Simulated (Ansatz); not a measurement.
## CdBr$_{2}$: two-dimensional strain map

Level of theory: Ansatz 0.2.0, DFT r2SCAN, scalar-relativistic, plane waves, PAW. Cutoff 500 eV, Γ-centred 6×6×6 k-points, Gaussian smearing of 0.05 eV. No spin polarisation. Energies are free energies at this smearing, counted from the undisturbed cell; pressure is positive in compression.

Zero of the scan (as given, not relaxed at this level; it stands at 2.1 GPa, and it needn't be the usual structure):

```yaml
crystal:
  lattice:
    - [1.97500, 1.14027, 6.22333]
    - [-1.97500, 1.14027, 6.22333]
    - [0.00000, -2.28053, 6.22333]
  atoms:
    - { symbol: Cd, position: [0.00000, 0.00000, 0.00000] }
    - { symbol: Br, position: [0.25000, 0.25000, 0.25000] }
    - { symbol: Br, position: [0.75000, 0.75000, 0.75000] }
```

The cell holds layers and no dispersion correction was added, so their binding is poorly described.

The cell is strained by p along both x and y and by q along z, fractional coordinates fixed. Points are written (p, q).

p was sampled at -0.030, -0.015, 0.000, 0.015, 0.030 and q at -0.030, -0.015, 0.000, 0.015, 0.030.

Where on the computed points is the energy highest, and how high?

At (-0.030, -0.030): 73.9 meV/atom.

Away from (0, 0), which computed point is lowest?

(0.015, 0.015): -7.5 meV/atom.

The map, in meV/atom:

```csv
p \ q,-0.030,-0.015,0.000,0.015,0.030
-0.030,73.9,56.6,42.6,31.9,24.1
-0.015,39.2,26.0,16.0,8.9,4.5
0.000,15.9,6.6,0.0,-3.9,-5.2
0.015,3.0,-3.1,-6.5,-7.5,-6.1
0.030,-0.9,-4.0,-4.6,-3.0,0.7
```

Cost: 25 runs of about 3.5 core-minutes in all, on Arm Neoverse V1 (shared hosts).